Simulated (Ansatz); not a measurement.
Relaxed GaN (wurtzite):

```
CELL_PARAMETERS angstrom
      3.21838     0.00000     0.00000
     -1.60919     2.78720     0.00000
      0.00000     0.00000     5.24320
ATOMIC_POSITIONS crystal
  Ga 0.66667 0.33333 0.00096
  Ga 0.33333 0.66667 0.50096
  N  0.66667 0.33333 0.62424
  N  0.33333 0.66667 0.12424
```

In this cell atom 2 (Ga, nearest neighbour N at 1.967 Å; its periodic images, 3.2 Å or more away, move with it) is moved by s along Cartesian x, unit vector (1.000, 0.000, 0.000); all other atoms and the cell stay fixed.

Level of theory: PBE (plane waves to 420 eV, PAW, scalar-relativistic; Ansatz, an electronic-structure program). k mesh 10×10×5 (Γ-centred), Fermi-Dirac smearing 0.05 eV. Energies are smeared free energies. GaN was relaxed with its symmetry unable to fall. The zero of ΔE is the undisplaced structure.

```
s (Å)   ΔE (meV/cell)
------  -------------
-0.200          251.0
-0.160          158.8
-0.120       withheld
-0.080           39.1
-0.040            9.7
0.000             0.0
0.040             9.7
0.080            39.1
0.120        withheld
0.160           158.8
0.200           251.0
```

**Question.** Fit an even polynomial form (powers 2, 4) to the given rows and predict ΔE at s = 0.120.

**Answer.** Least squares on the 9 given rows: ΔE = (6076)·s² + (4986)·s⁴, in meV/cell with s in Å; root-mean-square residual 0.02 meV/cell. At 0.120 the fit gives 88.5 meV/cell; the calculation gives 88.5 meV/cell, the same to the digits shown. The quadratic term alone would give 87.5 meV/cell.

(For displaced atoms, the force is minus the slope of the energy, and its curvature is a force constant, which sets phonon frequencies.)
